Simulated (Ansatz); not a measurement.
BeS (zinc blende), relaxed with HSE06 (Ansatz, a quantum-chemistry and plane-wave program, plane waves, PAW): a = b = c = 4.8528 Å, α = β = γ = 90.00°.

| Item | Value |
|---|---|
| gap (eV) | 4.06 |
| B₀ by P(V) fit (GPa) | 99.0 |

### Question
The same phase is relaxed and computed with PBE in the same code. What are the cell and these values now?

### Answer
a = b = c = 4.876 Å, α = β = γ = 90.00°.

- gap (eV) = 3.15
- B₀ by P(V) fit (GPa) = 92.9

All cells were relaxed under the symmetry of their starts (and spin orders); stability against distortions was not tested throughout.

Potentials: the later of the program's two PAW sets.

Ansatz is a plane-wave DFT program.
